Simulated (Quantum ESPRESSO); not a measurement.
## In4W4 (one run as intended and one with a planted mistake)

A calculation, not a measurement. The program is pw.x of Quantum ESPRESSO 7.5 (plane-wave density functional theory). The cell is made up: eight metal atoms on a face-centred cubic lattice, with elements, volume, strain and displacements drawn at random and not relaxed, so it may be unstable or far from any real phase. PseudoDojo standard norm-conserving files set the functional (PBE unless stated); there is no spin polarisation or spin-orbit coupling, the Fermi-Dirac width of 0.25 eV means electrons at about 2900 K, and the masses in the input are unused placeholders. Heavy elements are run without spin-orbit coupling, which real alloys of them have. A spin test at this wide smearing found no moment, but such smearing suppresses magnetism that the real alloy may have.

Intended input:

```
&control calculation='scf', pseudo_dir='./dojo.nc.sr.pbe.v0_5.standard.upf', outdir='./o', disk_io='minimal', tprnfor=.true., tstress=.true. /
&system ibrav=0, nat=8, ntyp=2, nbnd=68, ecutwfc=77.98206166, nosym=.true., tot_charge=0,
 occupations='smearing', smearing='fd', degauss=0.0183746611
/
&electrons conv_thr=1.470e-08, electron_maxstep=70, mixing_beta=0.5 /
ATOMIC_SPECIES
In 1.0 In.upf
W 1.0 W.upf
CELL_PARAMETERS angstrom
2.1447 4.2039 2.1024
0.028 4.1506 -4.1263
-4.0764 4.1058 -0.0168
ATOMIC_POSITIONS angstrom
In -0.0956 0.0387 0.0005
In -2.0663 2.1053 -0.0377
W 0.0826 2.1802 -2.0646
In -2.1379 4.1955 -2.1377
W 0.0609 4.1652 0.004
W -1.9032 6.2376 -0.0152
W 0.1117 6.1178 -2.0623
In -1.9781 8.2093 -2.0964
K_POINTS automatic
5 5 5 1 1 1
```

The log is shortened where brackets say so; the opening notice, blank lines, dates and the lines on written files are dropped, and the path of the files is cut. It prints rydbergs, bohrs and kilobars, and counts compression as positive stress. Its total energy is the free energy E - TS of the whole cell.

Log of the intended run:

```
     Program PWSCF v.7.5
     Parallel version (MPI & OpenMP), running on       4 processor cores
     Number of MPI processes:                 4
     Threads/MPI process:                     1
     [start-up lines left out]
     bravais-lattice index     =            0
     lattice parameter (alat)  =       9.7632  a.u.
     unit-cell volume          =     963.0695 (a.u.)^3
     number of atoms/cell      =            8
     number of atomic types    =            2
     number of electrons       =       108.00
     number of Kohn-Sham states=           68
     kinetic-energy cutoff     =      77.9821  Ry
     charge density cutoff     =     311.9282  Ry
     scf convergence threshold =      1.5E-08
     mixing beta               =       0.5000
     number of iterations used =            8  plain     mixing
     Exchange-correlation= PBE
                           (   1   4   3   4   0   0   0)
     [axes and pseudopotential details left out]
   Cartesian axes
     site n.     atom                  positions (alat units)
         1        In     tau(   1) = (  -0.0185039   0.0074906   0.0000968  )
         2        In     tau(   2) = (  -0.3999429   0.4074915  -0.0072970  )
         3        W      tau(   3) = (   0.0159876   0.4219888  -0.3996138  )
         4        In     tau(   4) = (  -0.4138014   0.8120603  -0.4137627  )
         5        W      tau(   5) = (   0.0117875   0.8061956   0.0007742  )
         6        W      tau(   6) = (  -0.3683740   1.2073192  -0.0029420  )
         7        W      tau(   7) = (   0.0216201   1.1841313  -0.3991686  )
         8        In     tau(   8) = (  -0.3828713   1.5889517  -0.4057689  )
     number of k points=    63  Fermi-Dirac smearing, width (Ry)=  0.0184
                       cart. coord. in units 2pi/alat
        k(    1) = (  -0.0018032   0.1240418  -0.0004487), wk =   0.0320000
        k(    2) = (  -0.1905813   0.1885435   0.0631519), wk =   0.0320000
     [further k points left out]
     Dense  grid:    89563 G-vectors     FFT dimensions: (  60,  64,  64)
     Estimated max dynamical RAM per process >     342.93 MB
     Estimated total dynamical RAM >       1.28 GB
     Initial potential from superposition of free atoms
     starting charge     107.9824, renormalised to     108.0000
     Starting wfcs are   76 randomized atomic wfcs
     total cpu time spent up to now is        7.4 secs
     per-process dynamical memory:   285.4 Mb
     Self-consistent Calculation
     iteration #  1     ecut=    77.98 Ry     beta= 0.50
     Davidson diagonalization with overlap
     ethr =  1.00E-02,  avg # of iterations =  3.0
     Threshold (ethr) on eigenvalues was too large:
     Diagonalizing with lowered threshold
     Davidson diagonalization with overlap
     ethr =  2.80E-04,  avg # of iterations =  6.1
     total cpu time spent up to now is       42.5 secs
     total energy              =   -1137.94667301 Ry
     estimated scf accuracy    <       0.32465502 Ry
     iteration #  2     ecut=    77.98 Ry     beta= 0.50
     Davidson diagonalization with overlap
     ethr =  3.01E-04,  avg # of iterations =  3.6
     total cpu time spent up to now is       62.0 secs
     total energy              =   -1137.98180689 Ry
     estimated scf accuracy    <       0.19252262 Ry
     [iterations 3 to 10 left out]
     iteration # 11     ecut=    77.98 Ry     beta= 0.50
     Davidson diagonalization with overlap
     ethr =  1.44E-09,  avg # of iterations =  2.0
     total cpu time spent up to now is      212.7 secs
     total energy              =   -1138.02949158 Ry
     estimated scf accuracy    <       0.00000004 Ry
     iteration # 12     ecut=    77.98 Ry     beta= 0.50
     Davidson diagonalization with overlap
     ethr =  3.46E-11,  avg # of iterations =  4.4
     total cpu time spent up to now is      232.9 secs
     End of self-consistent calculation
     [lines on levels left out]
!    total energy              =   -1138.02949159 Ry
     estimated scf accuracy    <       0.00000001 Ry
     smearing contrib. (-TS)   =      -0.08451183 Ry
     internal energy E=F+TS    =   -1137.94497975 Ry
     The total energy is F=E-TS. E is the sum of the following terms:
     one-electron contribution =    -150.02290518 Ry
     hartree contribution      =     157.82812897 Ry
     xc contribution           =    -293.28584196 Ry
     ewald contribution        =    -852.46436158 Ry
     convergence has been achieved in  12 iterations
     Forces acting on atoms (cartesian axes, Ry/au):
     atom    1 type  1   force =    -0.00278407   -0.01467618   -0.03635188
     atom    2 type  1   force =     0.01724907   -0.00067991   -0.03009694
     atom    3 type  2   force =    -0.06231284   -0.01179981    0.03206217
     atom    4 type  1   force =     0.03778621   -0.01842332    0.03677392
     atom    5 type  2   force =     0.01724831   -0.00033193   -0.03882301
     atom    6 type  2   force =    -0.03263336   -0.03308299   -0.00427378
     atom    7 type  2   force =     0.00786074    0.04325803    0.03241819
     atom    8 type  1   force =     0.01758593    0.03573610    0.00829135
     Total force =     0.139784     Total SCF correction =     0.000594
     Computing stress (Cartesian axis) and pressure
          total   stress  (Ry/bohr**3)                   (kbar)     P=       77.30
   0.00060303  -0.00004956  -0.00004531           88.71       -7.29       -6.66
  -0.00004956   0.00046774   0.00002627           -7.29       68.81        3.86
  -0.00004531   0.00002627   0.00050564           -6.66        3.86       74.38
     init_run     :      6.96s CPU      7.23s WALL (       1 calls)
     electrons    :    220.70s CPU    225.52s WALL (       1 calls)
     forces       :      2.91s CPU      2.94s WALL (       1 calls)
     stress       :     10.21s CPU     10.43s WALL (       1 calls)
     [timing details left out]
     PWSCF        :   4m 0.95s CPU   4m 6.35s WALL
     JOB DONE.
```

A second run has one planted mistake: one coordinate of one atom is wrong. The input lines that differ:

```
- W -1.9032 6.2376 -0.0152
+ W -2.0332 6.2376 -0.0152
```

Its log:

```
     Program PWSCF v.7.5
     Parallel version (MPI & OpenMP), running on       4 processor cores
     Number of MPI processes:                 4
     Threads/MPI process:                     1
     [start-up lines left out]
     bravais-lattice index     =            0
     lattice parameter (alat)  =       9.7632  a.u.
     unit-cell volume          =     963.0695 (a.u.)^3
     number of atoms/cell      =            8
     number of atomic types    =            2
     number of electrons       =       108.00
     number of Kohn-Sham states=           68
     kinetic-energy cutoff     =      77.9821  Ry
     charge density cutoff     =     311.9282  Ry
     scf convergence threshold =      1.5E-08
     mixing beta               =       0.5000
     number of iterations used =            8  plain     mixing
     Exchange-correlation= PBE
                           (   1   4   3   4   0   0   0)
     [axes and pseudopotential details left out]
   Cartesian axes
     site n.     atom                  positions (alat units)
         1        In     tau(   1) = (  -0.0185039   0.0074906   0.0000968  )
         2        In     tau(   2) = (  -0.3999429   0.4074915  -0.0072970  )
         3        W      tau(   3) = (   0.0159876   0.4219888  -0.3996138  )
         4        In     tau(   4) = (  -0.4138014   0.8120603  -0.4137627  )
         5        W      tau(   5) = (   0.0117875   0.8061956   0.0007742  )
         6        W      tau(   6) = (  -0.3935362   1.2073192  -0.0029420  )
         7        W      tau(   7) = (   0.0216201   1.1841313  -0.3991686  )
         8        In     tau(   8) = (  -0.3828713   1.5889517  -0.4057689  )
     number of k points=    63  Fermi-Dirac smearing, width (Ry)=  0.0184
                       cart. coord. in units 2pi/alat
        k(    1) = (  -0.0018032   0.1240418  -0.0004487), wk =   0.0320000
        k(    2) = (  -0.1905813   0.1885435   0.0631519), wk =   0.0320000
     [further k points left out]
     Dense  grid:    89563 G-vectors     FFT dimensions: (  60,  64,  64)
     Estimated max dynamical RAM per process >     342.93 MB
     Estimated total dynamical RAM >       1.28 GB
     Initial potential from superposition of free atoms
     starting charge     107.9824, renormalised to     108.0000
     Starting wfcs are   76 randomized atomic wfcs
     total cpu time spent up to now is        7.7 secs
     per-process dynamical memory:   277.0 Mb
     Self-consistent Calculation
     iteration #  1     ecut=    77.98 Ry     beta= 0.50
     Davidson diagonalization with overlap
     ethr =  1.00E-02,  avg # of iterations =  3.1
     Threshold (ethr) on eigenvalues was too large:
     Diagonalizing with lowered threshold
     Davidson diagonalization with overlap
     ethr =  2.93E-04,  avg # of iterations =  5.9
     total cpu time spent up to now is       43.3 secs
     total energy              =   -1137.94577411 Ry
     estimated scf accuracy    <       0.33951513 Ry
     iteration #  2     ecut=    77.98 Ry     beta= 0.50
     Davidson diagonalization with overlap
     ethr =  3.14E-04,  avg # of iterations =  3.7
     total cpu time spent up to now is       62.5 secs
     total energy              =   -1137.99078849 Ry
     estimated scf accuracy    <       0.18984096 Ry
     [iterations 3 to 11 left out]
     iteration # 12     ecut=    77.98 Ry     beta= 0.50
     Davidson diagonalization with overlap
     ethr =  6.67E-11,  avg # of iterations =  3.8
     total cpu time spent up to now is      225.3 secs
     total energy              =   -1138.03547886 Ry
     estimated scf accuracy    <       0.00000002 Ry
     iteration # 13     ecut=    77.98 Ry     beta= 0.50
     Davidson diagonalization with overlap
     ethr =  2.06E-11,  avg # of iterations =  2.0
     total cpu time spent up to now is      240.1 secs
     End of self-consistent calculation
     [lines on levels left out]
!    total energy              =   -1138.03547886 Ry
     estimated scf accuracy    <          3.0E-09 Ry
     smearing contrib. (-TS)   =      -0.08394525 Ry
     internal energy E=F+TS    =   -1137.95153361 Ry
     The total energy is F=E-TS. E is the sum of the following terms:
     one-electron contribution =    -150.49950664 Ry
     hartree contribution      =     158.07783464 Ry
     xc contribution           =    -293.29267483 Ry
     ewald contribution        =    -852.23718678 Ry
     convergence has been achieved in  13 iterations
     Forces acting on atoms (cartesian axes, Ry/au):
     atom    1 type  1   force =    -0.00578053   -0.01892955   -0.03613713
     atom    2 type  1   force =     0.00940936   -0.00041271   -0.03832118
     atom    3 type  2   force =    -0.06132365   -0.01205428    0.03135575
     atom    4 type  1   force =     0.03355799   -0.02741061    0.03517324
     atom    5 type  2   force =     0.01341305    0.00063552   -0.03945297
     atom    6 type  2   force =    -0.01570966   -0.02170638    0.00457118
     atom    7 type  2   force =     0.00658351    0.04366703    0.03347282
     atom    8 type  1   force =     0.01984993    0.03621098    0.00933828
     Total force =     0.136372     Total SCF correction =     0.000133
     Computing stress (Cartesian axis) and pressure
          total   stress  (Ry/bohr**3)                   (kbar)     P=       78.20
   0.00060257  -0.00005456  -0.00007865           88.64       -8.03      -11.57
  -0.00005456   0.00047989   0.00002191           -8.03       70.59        3.22
  -0.00007865   0.00002191   0.00051234          -11.57        3.22       75.37
     init_run     :      7.26s CPU      7.55s WALL (       1 calls)
     electrons    :    231.39s CPU    232.44s WALL (       1 calls)
     forces       :      2.87s CPU      2.89s WALL (       1 calls)
     stress       :     10.21s CPU     10.41s WALL (       1 calls)
     [timing details left out]
     PWSCF        :   4m11.87s CPU   4m13.46s WALL
     JOB DONE.
```

```
                                            intended run  run with the mistake
                          free energy (eV)    -15483.680            -15483.761
         entropy term -TS, part of it (eV)        -1.150                -1.142
                            pressure (GPa)          7.73                  7.82
size of the largest force component (eV/Å)         1.602                 1.577
largest change of a force component (eV/Å)                               0.435
                                iterations            12                    13
```

For scale, a rerun of the intended cell at a higher cutoff and on a denser mesh moved values by no more than 0.003 eV in energy, 0.07 GPa in stress and 0.007 eV/Å in force, and a second program with other atomic files agreed on that cell to 2 % rms in force and 0.5 GPa in pressure.